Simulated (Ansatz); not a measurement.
Relaxed-ion elastic tensor of ZrC (CsCl type, Pm-3m) in GPa (Voigt order), DFT-r²SCAN in the program Ansatz with PAW potentials; density 6.91 g/cm³, 12.41 Å³ per atom.

```
 123   240   240   0.0   0.0   0.0
 240   123   240   0.0   0.0   0.0
 240   240   123   0.0   0.0   0.0
 0.0   0.0   0.0  -238   0.0   0.0
 0.0   0.0   0.0   0.0  -238   0.0
 0.0   0.0   0.0   0.0   0.0  -238
```

Task: Is the crystal mechanically stable?

Result: No: the smallest eigenvalue of C is -238 GPa.

A made-up cell: these elements were put on the sites of a structure type; neither database checked (COD, Materials Project) lists it. It is not the phase usual at ambient conditions (space group No. 225). The r²SCAN relaxation kept the symmetry of its start. At this level the phase is mechanically unstable. No spin polarisation was allowed. As this level gives no gap, shear constants depend on the k-mesh and smearing (Fermi–Dirac, 0.1 eV here).

Potentials: the earlier of the program's two PAW sets.
